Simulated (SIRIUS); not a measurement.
Input and output of a self-consistent single point for Ge (P6_3/mmc, 8 atoms in the cell; from Materials Project mp-1007760, changed as shown) (SIRIUS).

Method: LDA (PW92), PseudoDojo 0.4 standard norm-conserving LDA (tails mended) pseudopotentials (plane waves; SIRIUS).

The change in words: lattice scaled by 0.98. Reference geometry (P6_3/mmc):
```
CELL_PARAMETERS angstrom
      3.92044     0.00000     0.00000
      0.00000     6.79040     0.00000
      0.00000     0.00000     6.47201
ATOMIC_POSITIONS crystal
  Ge 0.50000 0.16667 0.06290
  Ge 0.00000 0.33333 0.93710
  Ge 0.00000 0.33333 0.56290
  Ge 0.50000 0.16667 0.43710
  Ge 0.00000 0.66667 0.06290
  Ge 0.50000 0.83333 0.93710
  Ge 0.50000 0.83333 0.56290
  Ge 0.00000 0.66667 0.43710
```

Reference input (self-consistent single point, DFT, LDA (PW92), plane waves, PseudoDojo 0.4 standard norm-conserving LDA (tails mended) pseudopotentials): parameters.ngridk = 6 4 4; parameters.xc_functionals = [XC_LDA_X, XC_LDA_C_PW]; parameters.gk_cutoff = 8.832 1/bohr; parameters.pw_cutoff = 17.664 1/bohr; parameters.smearing = fermi_dirac; parameters.smearing_width = 0.00367493 Ha; potentials = PseudoDojo 0.4 standard norm-conserving LDA (tails mended) pseudopotentials; parameters.electronic_structure_method = pseudopotential; parameters.num_bands = 67; parameters.num_mag_dims = 0; parameters.num_dft_iter = 100; parameters.energy_tol = 1e-07 Ha. This run's input differs from it in these lines:

```diff
@@ -32,7 +32,7 @@
     "lattice_vectors": [
-      [1.0000000295, 0.0, 0.0],
-      [0.0, 1.7320505853, 0.0],
-      [0.0, 0.0, 1.6508394832]
+      [0.9999999564, 0.0, 0.0],
+      [0.0, 1.7320505498, 0.0],
+      [0.0, 0.0, 1.6508395366]
     ],
-    "lattice_vectors_scale": 7.408552,
+    "lattice_vectors_scale": 7.260381,
     "atom_coordinate_units": "au",
@@ -44,10 +44,10 @@
       "Ge": [
-        [3.7042761094, 2.1386687487, 0.7692877668],
-        [0.0, 4.2773246653, 11.4610423885],
-        [0.0, 4.2773246653, 6.8844528444],
-        [3.7042761094, 2.1386687487, 5.3458773109],
-        [0.0, 8.5546621627, 0.7692877668],
-        [3.7042761094, 10.6933180794, 11.4610423885],
-        [3.7042761094, 10.6933180794, 6.8844528444],
-        [0.0, 8.5546621627, 5.3458773109]
+        [3.6301903416, 2.0958953422, 0.75390204],
+        [0.0, 4.191778109, 11.2318219658],
+        [0.0, 4.191778109, 6.7467640428],
+        [3.6301903416, 2.0958953422, 5.2389599629],
+        [0.0, 8.3835687934, 0.75390204],
+        [3.6301903416, 10.4794515603, 11.2318219658],
+        [3.6301903416, 10.4794515603, 6.7467640428],
+        [0.0, 8.3835687934, 5.2389599629]
       ]
```

The program printed (abridged):

```
[find] density tolerance         : 1e-06
[find] total energy tolerance    : 1e-07
[find] iter_solver_tol (initial) : 0.01
[find] iter_solver_tol (target)  : 1e-13
[find] num_dft_iter              : 100
Charges and magnetic moments
--------------------------------------------------------------------------------
total charge          : 112.000000
[find] | SCF iteration   0 out of 100|
[diagonalize] iterative solver tolerance (occupied, empty): 0.01 0.01
[diagonalize] average number of iterations: 2.97222
[find] Charges and magnetic moments
[find] total charge          : 112.000000
[find] Energy
   [... lines left out ...]

[find] Charges and magnetic moments
[find] total charge          : 112.000000
[find] Energy
[find] smearing (-TS)                 :      -0.00059044
[find] Total energy                   :    -713.86199009 (Ha),   -1427.72398018 (Ry)
[find] Free energy (E-TS)             :    -713.86258054 (Ha),   -1427.72516107 (Ry)
[find] band gap (eV)                  :       0.00110836
[find] Efermi                         :       0.40589809
[find] iteration : 10, RMS (target) : 4.3092e-07 (1.0000e-06) , energy difference (target) : -2.6034e-11 (1.0000e-07)
[find] bands are converged : false
[find] iterative solver converged : true
[find] converged after 11 SCF iterations!
[find] Charges and magnetic moments
[find] total charge          : 112.000000
[find] Energy
[find] smearing (-TS)                 :      -0.00059044
[find] Total energy                   :    -713.86199009 (Ha),   -1427.72398018 (Ry)
[find] Free energy (E-TS)             :    -713.86258054 (Ha),   -1427.72516107 (Ry)
[find] band gap (eV)                  :       0.00110836
[find] Efermi                         :       0.40589809
[ground_state] === stress tensor components [kbar] ===
[ground_state] === stress_total ===
[ground_state]   -81.881533    0.000000    0.000000
[ground_state]     0.000000  -77.889740    0.000000
[ground_state]     0.000000    0.000000  -76.697784
[ground_state] ==== total Forces in Ha/bohr =====
   [... lines left out ...]
[ground_state] atom:    3, force:       0.0000000      0.0000399     -0.0009942
[ground_state] atom:    4, force:       0.0000000      0.0000399      0.0009942
[ground_state] atom:    5, force:      -0.0000000     -0.0000399     -0.0009942
[ground_state] atom:    6, force:      -0.0000000     -0.0000399      0.0009942
[ground_state] atom:    7, force:       0.0000000      0.0000399     -0.0009942
```

The run converged in 11 iterations. SIRIUS prints the stress tensor with tension positive. Against the reference run the free energy rises by 38.6 meV/atom, the pressure goes from 2.15 to 7.88 GPa and the largest force goes from 0.018 to 0.051 eV/Å.

The structure comes from a collection of computed structures, made at another level of theory; the collection holds predicted forms beside known ones. Its lattice was then scaled. No clean gap shows at this smearing width and mesh (spacing up to 0.27 Å⁻¹); the mesh is coarse for partly filled bands, so the values carry mesh errors. Semi-local functionals can close small gaps.

Cost on one core: roughly 6 core-minutes.

“Tails mended”: in these copies of the files the far tail of each local potential was reset to the Coulomb form.
